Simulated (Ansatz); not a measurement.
The cell of Hf4Br is invented: random cell by space group and Wyckoff sites (P4/mmm, No. 123). The dimensions are guesses.

```
Hf Br
1.0
     5.51935    0.00000    0.00000
     0.00000    5.51935    0.00000
     0.00000    0.00000    6.33159
Hf Br
4 1
Direct
  0.00000 0.00000 0.50000
  0.50000 0.50000 0.00000
  0.50000 0.50000 0.68594
  0.50000 0.50000 0.31406
  0.00000 0.00000 0.00000
```

Theory: DFT PBE, scalar-relativistic, plane waves, PAW in Ansatz 0.2.0. Cutoff 420 eV, Gaussian smearing, Γ-centred meshes. Cell and atoms relax first on a coarse mesh and then on a finer one. In between, the cell is made exact in the group found at 0.06 Å. In metals the finer mesh still leaves noise of several meV/atom or more. The steps can't lower the symmetry of their start. No spin polarisation.

A guess keeps its type if space group and coordination stay and the shape of the cell changes little (axis ratios within about 15 %, angles within 6°); the volume may change.

**Question.** Will the relaxed cell still be of the starting type?

**Answer.** It doesn't keep its type. The symmetry stays P4/mmm (No. 123). The volume per atom shrinks by 34.5 %, from 38.6 to 25.3 Å³. The shortest distance goes from 1.99 Å (Hf–Hf) to 2.59 Å (Hf–Br). The ratio c/a of the conventional cell changes by a factor of 2.23. Counting neighbours within 15 % of an atom's shortest distance, the start has Br 2, Hf 1/2 and the end Br 4, Hf 4/6/8. In detail, at the end Hf on a site of symmetry 4/mmm has 8 Hf at 3.05 Å and 4 Hf at 3.67 Å; Hf on a second site of symmetry 4/mmm has 4 Br at 2.59 Å, 2 Hf at 3.08 Å and 4 Hf at 3.67 Å; Br is surrounded by 4 Hf at 2.59 Å; 1 more site not described.

```
CELL_PARAMETERS angstrom
3.66881 0.00000 0.00000
0.00000 3.66881 0.00000
0.00000 0.00000 9.38634
ATOMIC_POSITIONS crystal
Hf 0.00000 0.00000 0.50000
Hf 0.50000 0.50000 0.00000
Hf 0.50000 0.50000 0.67140
Hf 0.50000 0.50000 0.32860
Br 0.00000 0.00000 0.00000
```

The last run used a 10×10×4 mesh (in the run's order of axes) for its 5-atom cell and Gaussian smearing of 0.10 eV. These runs have no spin–orbit coupling, which can matter for Hf. The cell is a metal run without spin; a magnetic state may lie lower. A structure relaxed within its symmetry needn't be a true minimum. Another cell of Hf4Br relaxed alike, in Cmmm, lies 0.52 eV/atom lower, so this cell isn't the stable form at this level.

In counts of neighbours, a slash parts the counts of unlike sites.
